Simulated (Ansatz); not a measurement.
MgS in space group P4_2/mnm (No. 136; Mg on 4g, S on 4f), the program Ansatz at the r²SCAN level (PAW). The conduction-band minimum lies at Γ, with 1 equivalent valley. Second derivatives d²E/dk² of the lowest band at one valley (eV·Å²), along Cartesian directions:

| direction | d²E/dk² |
|---|---|
| [100] | 26.05 |
| [010] | 26.05 |
| [001] | 26.52 |
| [110] | 26.05 |
| [101] | 26.29 |
| [011] | 26.29 |

Task: Find the principal effective masses, the density-of-states mass and the conductivity mass.

Result: Off-diagonal terms follow from H_xy = H[110] − (H_xx + H_yy)/2, and m*/mₑ = 7.620 eV·Å² over each eigenvalue: 0.29, 0.29, 0.29. One valley's DOS mass (m₁m₂m₃)^(1/3) = 0.29, conductivity mass 3/(Σ 1/mᵢ) = 0.29 mₑ.

Task: What effective density of states Nc follows at 300 K for parabolic valleys?

Result: Nc = 2.509e19 × 1 × (0.29)^(3/2) ≈ 3.9e18 cm⁻³.

The start of the workflow was typed in or built on a structure type; neither database checked (COD, Materials Project) lists it. COD files the formula under space group No. 225. Whether it is the stable phase at ambient conditions was not checked. The cell was relaxed with r²SCAN under the symmetry of its start; whether a distortion lowers the energy is not shown.

Potentials: the earlier of the program's two PAW sets. The files were generated under PBE; for other functionals the program regenerates the frozen cores, and for LDA and PBEsol the local potential too.

Edges and masses are those of Kohn–Sham bands, whose gap is no quasiparticle gap.
